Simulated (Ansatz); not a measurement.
AlN:
```cif
data_AlN
_chemical_formula_sum 'Al1 N1'
_space_group_name_H-M_alt 'P 1'
_space_group_IT_number 1
_cell_length_a 3.08971
_cell_length_b 3.08971
_cell_length_c 3.08971
_cell_angle_alpha 60.000
_cell_angle_beta 60.000
_cell_angle_gamma 60.000
loop_
_space_group_symop_operation_xyz
  'x, y, z'
loop_
_atom_site_label
_atom_site_type_symbol
_atom_site_fract_x
_atom_site_fract_y
_atom_site_fract_z
_atom_site_occupancy
Al1 Al 0.00000 0.00000 0.00000 1
N1 N 0.25000 0.25000 0.25000 1
```

Relaxed with r²SCAN.

Q: Decompose the optical modes at the zone centre into irreducible representations, and say which are infrared and Raman allowed.

A: Point group -43m: Γ_opt = T2. Infrared: T2. Raman: T2.

Q: Assign frequencies (DFPT, the program Ansatz at the r²SCAN level (PAW); without the LO–TO term).

A: T2 664 cm⁻¹.

Space group F-43m (zinc blende). The cell was relaxed with r²SCAN under the symmetry of its start; phonons on a q-mesh show no instability.

Potentials: the earlier of the program's two PAW sets.
